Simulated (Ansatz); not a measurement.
# Self-consistent states of MnSe (F-43m)

All numbers are calculated (r²SCAN+U, U_eff = 4.0 eV (Dudarev form) on Mn d, fully localised double counting, scalar-relativistic datasets, 500 eV, PAW set soft_2 (made for PBE), 6×6×6 mesh, Gaussian smearing of 0.05 eV) with the plane-wave PAW code Ansatz.

```
Mn Se
1.0
     0.00000    2.91000    2.91000
     2.91000    0.00000    2.91000
     2.91000    2.91000    0.00000
Mn Se
1 1
Direct
  0.00000 0.00000 0.00000
  0.75000 0.75000 0.75000
```

The structure is that of a cell as deposited in COD, unrelaxed.

Cell and atoms stay fixed, and the cell was started in 6 ways, without spin–orbit coupling. The starts were built for 5 d electrons on Mn, a formal count that the converged states needn't keep. Starting moments of the plain starts: Mn1 5.00 μB (atoms counted from 1).

Energies count from the lowest free state found; constrained states (a lock kept on the moments, or spin off) can lie above or below free ones. A natural orbital (eigenvector of a shell's occupation matrix) is counted as filled above 0.75 (0.9 in a metal) and as partly filled from 0.35 up to that; ↑ and ↓ are the spin channels.

| state | reached from | ΔE (meV/atom) | gap (eV) | P (GPa) | cell spin moment (μB) | site spin moments (μB) | shell filling | Hubbard energy (eV/cell) | flags |
| --- | --- | --- | --- | --- | --- | --- | --- | --- | --- |
| 1 | typed shells with each spin channel wholly full or empty (5+0 electrons), held for 5 iterations; from atoms, default search; from atoms, symmetry kept, no search; 3 more | 0.0 | 1.34 | 5.9 | 5.00 | Mn 4.49 | Mn 5↑ 0↓, 5.20 e | 0.46 | – |

The lowest free state (state 1) has 5 d electrons in filled orbitals, 5 of them unpaired, the high-spin filling, a gap of 1.34 eV and a whole-number cell moment of 5 μB, as a collinear insulator must have. Its natural occupations are Mn1 spin up: 1.00 1.00 1.00 1.00 1.00; Mn1 spin down: 0.02 0.02 0.06 0.06 0.06.

All 6 free starts end within 3 meV/atom of the lowest, so here the result hardly hangs on the start.

With one Mn ion in the cell, Mn moments can't oppose each other.

In the lowest free state the fixed cell carries a pressure of 5.9 GPa (the cell is smaller than this level of theory would relax to); relaxing would change energies and could change the order of close states.

The lowest state found needn't be the ground state of this level of theory. U wasn't fitted or computed for this material, so the results show what this U gives and needn't match the real solid. A gap on the mesh alone may shrink between mesh points. Site moments are integrated in small spheres and here fall short of the shell's N↑ − N↓.
